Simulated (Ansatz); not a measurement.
A geometry of Ga away from equilibrium: the start of the relaxation of a relaxed Ga cell, doubled along one cell vector, shaken by Gaussian noise of σ = 0.08 Å a coordinate. Level of theory: PBE (plane waves to 420 eV, PAW, scalar-relativistic; Ansatz, a first-principles code). Γ-centred k-mesh 8×4×7 on the run's cell (coarser than for final values), Fermi–Dirac smearing 0.05 eV.

```xyz
8
Lattice="2.2876 -3.8702 0.0000 4.5751 7.7404 0.0000 0.0000 0.0000 4.5879" Properties=species:S:1:pos:R:3 pbc="T T T"
Ga     2.3194    -2.7157     0.2262
Ga     4.6057     1.2579     0.3553
Ga     2.2590     2.6006     4.2147
Ga     4.5634     6.6880     4.2304
Ga     2.1989     1.2710     1.8693
Ga     4.6155     5.1740     1.9534
Ga     2.2610    -1.1447     2.5040
Ga     4.5999     2.6876     2.7428
```

Predict the force on each atom, in eV/Å.


| atom | Fx | Fy | Fz |
|---|---|---|---|
| Ga1 | -0.29 | 1.85 | 0.46 |
| Ga2 | 0.01 | -0.43 | 0.24 |
| Ga3 | 0.08 | 0.63 | -0.17 |
| Ga4 | 0.16 | -1.90 | -0.41 |
| Ga5 | 0.36 | 0.01 | 0.16 |
| Ga6 | -0.12 | -0.35 | -0.08 |
| Ga7 | 0.02 | -0.11 | 0.26 |
| Ga8 | -0.23 | 0.29 | -0.46 |

What is the pressure?

+0.8 GPa, compression positive.

No spin polarisation in the result.
